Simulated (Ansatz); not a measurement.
Relaxed-ion elastic tensor of AlRu (CsCl type, Pm-3m) in GPa (Voigt order), PBEsol in the plane-wave PAW code Ansatz; density 8.07 g/cm³, 13.18 Å³ per atom.

```json
[
 {"": "1", "1": "340", "2": "159", "3": "159", "4": "0.0", "5": "0.0", "6": "0.0"},
 {"": "2", "1": "159", "2": "340", "3": "159", "4": "0.0", "5": "0.0", "6": "0.0"},
 {"": "3", "1": "159", "2": "159", "3": "340", "4": "0.0", "5": "0.0", "6": "0.0"},
 {"": "4", "1": "0.0", "2": "0.0", "3": "0.0", "4": "136", "5": "0.0", "6": "0.0"},
 {"": "5", "1": "0.0", "2": "0.0", "3": "0.0", "4": "0.0", "5": "136", "6": "0.0"},
 {"": "6", "1": "0.0", "2": "0.0", "3": "0.0", "4": "0.0", "5": "0.0", "6": "136"}
]
```

Problem. Is the crystal mechanically stable?

Solution. Yes: the smallest eigenvalue of C is 136 GPa.

Problem. Work out the Voigt, Reuss and Hill averages.

Solution. K_V = 219, K_R = 219, K_H = 219; G_V = 118, G_R = 113, G_H = 116 GPa.

Problem. Give Young's modulus, Poisson's ratio, Pugh's ratio and the universal anisotropy index.

Solution. E = 9KG/(3K + G) = 295 GPa; ν = 0.28; K/G = 1.90 (ductile by the Pugh limit of 1.75); A_U = 5G_V/G_R + K_V/K_R − 6 = 0.20.

Problem. Estimate the sound speeds and the Debye temperature.

Solution. v_l = √((K + 4G/3)/ρ) = 6800 m/s, v_t = √(G/ρ) = 3780 m/s, mean 4210 m/s; Θ = (h/k)(3n/4πV)^(1/3) v_m = 531 K.

Problem. Give the Zener ratio and Young's modulus along [100], [110] and [111].

Solution. A = 2C44/(C11 − C12) = 1.51; 1/E = S11 − 2(S11 − S12 − S44/2)Γ with Γ = 0, 1/4, 1/3 gives 238, 306, 339 GPa.

Symmetry was held in the PBEsol relaxation. No spin polarisation was allowed. As this level gives no gap, shear constants depend on the k-mesh and smearing (Fermi–Dirac, 0.1 eV here).

Potentials: the earlier of the program's two PAW sets. The files were generated under PBE; for other functionals the program regenerates the frozen cores, and for LDA and PBEsol the local potential too.
